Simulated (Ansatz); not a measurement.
BP:
```
CELL_PARAMETERS angstrom
      3.00823     0.00000     0.00000
     -1.50412     2.60521     0.00000
      0.00000     0.00000     2.66093
ATOMIC_POSITIONS crystal
  B  0.00000 0.00000 0.00000
  P  0.66667 0.33333 0.50000
```

Relaxed with PBE. Special points in fractions of this cell's reciprocal vectors: Γ (0.000, 0.000, 0.000); M (0.500, 0.000, 0.000); K (0.333, 0.333, 0.000); A (0.000, 0.000, 0.500); L (0.500, 0.000, 0.500); H (0.333, 0.333, 0.500).

**Question.** List the band energies nearest the Fermi level at these points for DFT-PBE in the program Ansatz with PAW potentials.

**Answer.** In eV from the Fermi level; about four levels below and three above (degenerate sets whole), none deeper than 8.9 eV; … stands for higher levels left out; points with the same levels are listed once.

```csv
k,below,above
Γ,-0.71 -0.71 -0.44,4.11 4.11 …
M,-3.56,1.30 2.64 5.63
K,-7.74,3.75 4.73 7.60
A,–,3.16 3.16 3.64 3.64
L,-8.86 -7.78 -6.61 -4.86,0.93 1.24 …
H,-6.75 -4.29 -3.12 -2.53,…
```

Space group P-6m2. A made-up cell: these elements were put on the sites of a structure type; neither database checked (COD, Materials Project) lists it. It is not the phase usual at ambient conditions (space group No. 216). The cell keeps a stress of up to 0.2 GPa. The cell was relaxed with PBE under the symmetry of its start; whether a distortion lowers the energy is not shown.

Potentials: the earlier of the program's two PAW sets.
